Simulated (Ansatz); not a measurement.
HfRh:
```
CELL_PARAMETERS angstrom
      3.23207     0.00000     0.00000
      0.00000     3.23207     0.00000
      0.00000     0.00000     3.23207
ATOMIC_POSITIONS crystal
  Rh 0.50000 0.50000 0.50000
  Hf 0.00000 0.00000 0.00000
```

Relaxed with PBEsol. Special points in fractions of this cell's reciprocal vectors: Γ (0.000, 0.000, 0.000); X (0.000, 0.500, 0.000); M (0.500, 0.500, 0.000); R (0.500, 0.500, 0.500).

Question: List the band energies nearest the Fermi level at these points for plane-wave PAW PBEsol (Ansatz code).

Answer: In eV from the Fermi level; about four levels below and three above (degenerate sets whole), none deeper than 8.9 eV; points with the same levels are listed once.

| k | below | above |
|---|---|---|
| Γ | -5.34 -5.34 -2.51 -2.51 -2.51 | 1.35 1.35 5.09 5.09 5.09 |
| X | -2.64 -2.64 -1.92 -1.19 | 0.10 1.12 1.12 |
| M | -3.79 -3.79 -1.11 -0.24 | 0.78 0.78 2.06 |
| R | -2.25 -2.25 -2.25 -1.05 -1.05 | 5.91 5.91 5.95 |

Space group Pm-3m (CsCl type). The workflow started from an entry of the Crystallography Open Database (COD). Whether it is the stable phase at ambient conditions was not checked. The PBEsol relaxation kept the symmetry of its start; whether a distortion lowers the energy is not shown. The run is not spin-polarised. Scalar-relativistic: spin–orbit coupling is off unless named, which matters more the heavier the elements.

Potentials: the later of the program's two PAW sets.
